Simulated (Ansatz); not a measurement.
## Re (dhcp): energy against volume

These are results of DFT, PBEsol, plane waves (420 eV) with PAW, scalar-relativistic (Ansatz 0.2.0), not measurements. The PAW files were generated under PBE, with cores re-solved for the functional.

The cell is scaled uniformly from the relaxed one, with fractional coordinates and shape fixed. Energies are extrapolated to zero smearing, pressures are those at the given smearing. Magnetic state: spin not included.

A Birch-Murnaghan fit gives V₀ = 14.55 Å³/atom, B₀ = 391 GPa, B₀′ = 4.4.

What are the energy above the minimum and the pressure at 12.805 Å³/atom?

320.7 meV/atom and 66.07 GPa as computed.

What are the energy above the minimum and the pressure at 15.715 Å³/atom?

99.2 meV/atom and -25.27 GPa as computed.

What are the energy above the minimum and the pressure at 16.297 Å³/atom?

208.7 meV/atom and -34.29 GPa as computed.
